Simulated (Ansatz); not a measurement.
MgNiH under pressure: fit and missing row

MgNiH, P4/mmm, a = 3.067 Å, c = 3.214 Å. The structure is a Materials Project entry; whether it is the stable form wasn't checked. Ansatz: PBEsol, PAW, 420 eV, Γ-centred 14×14×14 mesh on 3 atoms, Gaussian smearing 0.10 eV; no spin polarisation. Cell and atoms are relaxed at each pressure, and no other structure is tried, so the rows at high pressure may lie past a change of phase.

```
V (Å³/atom) P (GPa)
          ?    89.95
      7.542    50.02
      8.395    24.99
      9.087    11.95
      9.687     3.98
      9.972     0.98
     10.076     0.00
     10.190    -1.01
```

Question: Take V0 = 10.076 Å³/atom, fit the third-order Birch–Murnaghan form to the other rows, and predict the missing volume.

Answer: With the Eulerian strain f = ½[(V0/V)^(2/3) − 1] and y = P/[3f(1 + 2f)^(5/2)], the form is the line y = B0 + 1.5 B0 (B0′ − 4) f. Rows (f, y): 0.10651, 96.6; 0.06470, 95.0; 0.03565, 94.1; 0.01330, 93.4; 0.00347, 92.5; -0.00374, 91.7. Means f = 0.03665, y = 93.883; Σ(Δf)² = 0.008946, ΣΔfΔy = 0.3663; the slope is their ratio. y = 92.38 + 40.94 f GPa, so B0 = 92.4 GPa and B0′ = 4 + 2 × (40.94)/(3 × 92.38) = 4.30. P = 89.95 GPa is met at f = 0.15477 (y = 98.72), so V = V0 (1 + 2f)^(−3/2) = 6.724 Å³/atom. The run gave 6.714 Å³/atom, so the fit is 0.010 Å³/atom too high, 0.29 % of the span of the series, against an rms of 0.001 Å³/atom on the fitted rows. The row lies outside the fitted range. A fourth-order term fitted to the same rows gives P = 89.18 GPa at this row's volume (the line 90.56, the run 89.95), no gain.

The mesh isn't the same in all rows (14×14×14, 16×16×14).